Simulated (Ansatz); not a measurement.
AlNi: from a starting cell to a relaxed one

The start is a generated cell, AlNi placed in the CuAu structure type. A full variable-cell relaxation at zero pressure is run with r2SCAN (plane waves to 500 eV, PAW, scalar-relativistic; Ansatz, a quantum-chemistry and plane-wave program). The first steps use a coarse 12×12×9 k-mesh.

The start:
```yaml
crystal:
  lattice:
    - [2.63853, 0.00000, 0.00000]
    - [0.00000, 2.63853, 0.00000]
    - [0.00000, 0.00000, 3.45836]
  atoms:
    - { symbol: Al, position: [0.50000, 0.50000, 0.50000] }
    - { symbol: Ni, position: [0.00000, 0.00000, 0.00000] }
```
Spin-polarised start, with parallel moments on Ni.

Does the structure survive the relaxation? Give the final space group.

The space group goes from P4/mmm (No. 123) to Pm-3m (No. 221); the end is CsCl type, with 2 atoms in the primitive cell.

By how much does the energy per atom fall from start to end?

0.09 eV/atom.

How does the volume change?

-2.5 %, from 12.04 to 11.74 Å³/atom.

How do the shortest distances between atoms change?

The closest pairs of elements (up to four, under 3.6 Å), start → end: Al–Ni 2.54 → 2.48 Å; Al–Al 2.64 → 2.86 Å; Ni–Ni 2.64 → 2.86 Å.

What band gap does the relaxed structure have at this level?

Zero (metallic).

What magnetic moments remain?

Zero (the starting moments vanished).

What does it relax into? Give the structure.


```cif
data_AlNi
_chemical_formula_sum 'Al1 Ni1'
_space_group_name_H-M_alt 'Pm-3m'
_space_group_IT_number 221
_space_group_name_Hall '-P 4 2 3'
_cell_length_a 2.86311
_cell_length_b 2.86311
_cell_length_c 2.86311
_cell_angle_alpha 90.000
_cell_angle_beta 90.000
_cell_angle_gamma 90.000
loop_
_atom_site_label
_atom_site_type_symbol
_atom_site_symmetry_multiplicity
_atom_site_Wyckoff_symbol
_atom_site_fract_x
_atom_site_fract_y
_atom_site_fract_z
_atom_site_occupancy
Al1 Al 1 b 0.50000 0.50000 0.50000 1
Ni1 Ni 1 a 0.00000 0.00000 0.00000 1
```

Final values are on a 16×16×16 k-mesh of the relaxed cell. No spin polarisation in the result: the starting moments vanished. A magnetic state may lie lower.

The run could not lose the symmetry of its start.

All atoms sit on sites fixed by symmetry, so only the cell could relax.
